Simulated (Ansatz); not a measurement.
OsSe in the zincblende structure

Computed with Ansatz (plane waves, PAW, 420 eV cutoff): PBEsol, scalar-relativistic, collinear spin, Γ-centred 10×10×10 mesh, 0.05 eV Gaussian smearing; PAW files: Ansatz's generated set soft_2.

```
Os Se
1.0
     0.00000    2.72193    2.72193
     2.72193    0.00000    2.72193
     2.72193    2.72193    0.00000
Os Se
1 1
Cartesian
  0.0000 0.0000 0.0000
  1.3610 1.3610 1.3610
```

The structure was built from a prototype; whether the compound forms in it isn't claimed.

Magnetic state: non-magnetic, site spin moments none.

Cell and atoms are those of this level's equilibrium.

The cell has space group F-43m (read at 0.01 Å). In it the stress is 0.14, 0.14, 0.14, 0.00, 0.00, 0.00 GPa and the largest force component 0.000 eV/Å. Each change below starts from this cell, without further relaxation. Stress is in GPa, positive in compression, in the order xx, yy, zz, yz, xz, xy; energies are counted from the cell above and are free energies with the smearing's entropy, which match forces and stress in a metal.

Task: One atom was moved along a Cartesian axis, and these forces appeared. Which atom, and about how far?
| atom | Fx (eV/Å) | Fy | Fz |
| --- | --- | --- | --- |
| Os1 | 0.000 | 0.000 | -0.335 |
| Se2 | 0.000 | 0.000 | 0.335 |

Result: Atom 1 (Os) is moved by 0.02 Å along z; the energy changes by 3.3 meV per cell. Moving the other atom the opposite way is the same thing.

Task: What stress follows from an engineering strain of 2 % in yz, atoms carried along?

Result: 0.29, 0.20, 0.20, -1.74, 0.00, 0.00 GPa; the energy changes by 4.3 meV per cell.
```tsv
atom	Fx (eV/Å)	Fy	Fz
Os1	0.342	0.000	0.000
Se2	-0.342	0.000	0.000
```
The change of the stress over the strain gives a clamped-atom stiffness of about 87 GPa for this component.
In a harmonic crystal the energy would rise by V(½Cε² − σ₀ε), with σ₀ the stress of the unstrained cell, = 4.4 meV, which matches.

These numbers lack spin–orbit coupling. The starting moments died out; a magnetic state reached from other starts isn't excluded.
